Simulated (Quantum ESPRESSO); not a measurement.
Pd6AgZr, a guest atom moved from site to site

Computed values, not a measurement. The program is pw.x of Quantum ESPRESSO 7.5 (plane-wave density functional theory). The cell is made up: eight metal atoms on a hexagonal close-packed lattice, with elements, volume, strain and displacements drawn at random and not relaxed, so it may be unstable or far from any real phase. PseudoDojo standard norm-conserving files set the functional (PBE unless stated); there is no spin polarisation or spin-orbit coupling, the Fermi-Dirac width of 0.25 eV means electrons at about 2900 K, and the masses in the input are unused placeholders. A spin test at this wide smearing found no moment, but such smearing suppresses magnetism that the real alloy may have.

The runs move one Ag atom among sites that otherwise hold Pd. Cell, positions, cutoff, mesh and smearing stay as in the input of run 1; sites are counted in its order. Stress in the tables is positive in tension.

Input of run 1:

```
&control calculation='scf', pseudo_dir='./dojo.nc.sr.pbe.v0_5.standard.upf', outdir='./o', disk_io='minimal', tprnfor=.true., tstress=.true. /
&system ibrav=0, nat=8, ntyp=3, nbnd=87, ecutwfc=82.02448710, nosym=.true., tot_charge=0,
 occupations='smearing', smearing='fd', degauss=0.0183746611
/
&electrons conv_thr=1.470e-08, electron_maxstep=70, mixing_beta=0.5 /
ATOMIC_SPECIES
Ag 1.0 Ag.upf
Pd 1.0 Pd.upf
Zr 1.0 Zr.upf
CELL_PARAMETERS angstrom
-0.0124 -0.0349 -4.6834
-0.0287 4.9999 0.0369
5.6625 -0.0331 0.0151
ATOMIC_POSITIONS angstrom
Pd 0.0257 0.038 0.0382
Pd 2.8077 -0.0708 -0.0256
Ag 1.3828 2.369 0.0635
Pd 4.1631 2.4892 0.046
Zr -0.0175 1.6093 -2.2971
Pd 2.8326 1.6926 -2.2915
Pd 1.4675 4.1185 -2.2874
Pd 4.1875 4.0688 -2.2443
K_POINTS automatic
5 5 4 1 1 1
```

| run | elements on sites 1 to 8 | free energy less that of run 1 (eV) | -TS (eV) | pressure (GPa) | stress xx (GPa) | stress yy (GPa) | stress zz (GPa) | stress yz (GPa) | stress xz (GPa) | stress xy (GPa) | iterations |
| --- | --- | --- | --- | --- | --- | --- | --- | --- | --- | --- | --- |
| 1 | Pd Pd Ag Pd Zr Pd Pd Pd | 0.000 | -1.149 | -2.28 | 1.23 | 3.71 | 1.88 | 0.46 | 0.25 | -1.50 | 17 |
| 2 | Pd Pd Pd Ag Zr Pd Pd Pd | -0.075 | -1.142 | -2.23 | 1.15 | 3.39 | 2.16 | 0.40 | 0.13 | -0.95 | 17 |
| 3 | Pd Pd Pd Pd Zr Ag Pd Pd | -0.072 | -1.116 | -2.36 | -1.60 | 4.13 | 4.57 | 0.47 | 0.11 | -1.26 | 18 |
| 4 | Pd Pd Pd Pd Zr Pd Ag Pd | -0.152 | -1.101 | -2.43 | 1.25 | 1.53 | 4.51 | 0.40 | 0.10 | -1.20 | 17 |
| 5 | Pd Pd Pd Pd Zr Pd Pd Ag | -0.111 | -1.106 | -2.43 | 1.33 | 1.40 | 4.54 | 0.42 | 0.16 | -1.21 | 17 |

Forces Fx Fy Fz (eV/Å):

| site | run 1 | run 2 | run 3 | run 4 | run 5 |
| --- | --- | --- | --- | --- | --- |
| 1 | -0.52 -0.79 -0.01 | -0.31 -0.83 -0.01 | -0.43 -0.92 -0.01 | -0.48 -0.84 -0.02 | -0.38 -0.85 -0.01 |
| 2 | 0.36 0.33 0.37 | 0.10 0.40 0.37 | 0.23 0.22 0.40 | 0.39 0.45 0.39 | 0.07 0.46 0.41 |
| 3 | 0.48 1.13 -0.12 | -0.02 0.93 -0.06 | 0.04 0.90 -0.06 | 0.11 0.83 -0.06 | 0.15 0.92 -0.07 |
| 4 | 0.46 -0.03 0.15 | 0.06 0.11 0.19 | 0.43 -0.07 0.16 | 0.29 -0.04 0.15 | 0.37 -0.18 0.17 |
| 5 | -0.63 -0.26 0.07 | 0.38 -0.23 -0.01 | -0.02 0.03 0.00 | -0.63 0.04 0.00 | 0.47 0.08 -0.01 |
| 6 | -0.11 -0.93 -0.07 | -0.09 -0.96 -0.07 | -0.16 -0.79 -0.10 | -0.15 -0.90 -0.08 | -0.05 -0.92 -0.08 |
| 7 | -0.68 0.10 -0.08 | -0.71 0.05 -0.07 | -0.79 0.10 -0.08 | -0.37 0.05 -0.09 | -0.90 0.04 -0.08 |
| 8 | 0.64 0.46 -0.30 | 0.59 0.52 -0.32 | 0.71 0.52 -0.31 | 0.83 0.43 -0.29 | 0.27 0.46 -0.34 |

The sites are displaced and not relaxed, so the energy differences mix bonding between neighbours with strain and are not ordering energies. A rerun of one cell of this series at a higher cutoff and on a denser mesh moved values by no more than 0.008 eV in energy, 0.08 GPa in stress and 0.013 eV/Å in force, and a second program with other atomic files agreed on that cell to 2 % rms in force and 0.5 GPa in pressure.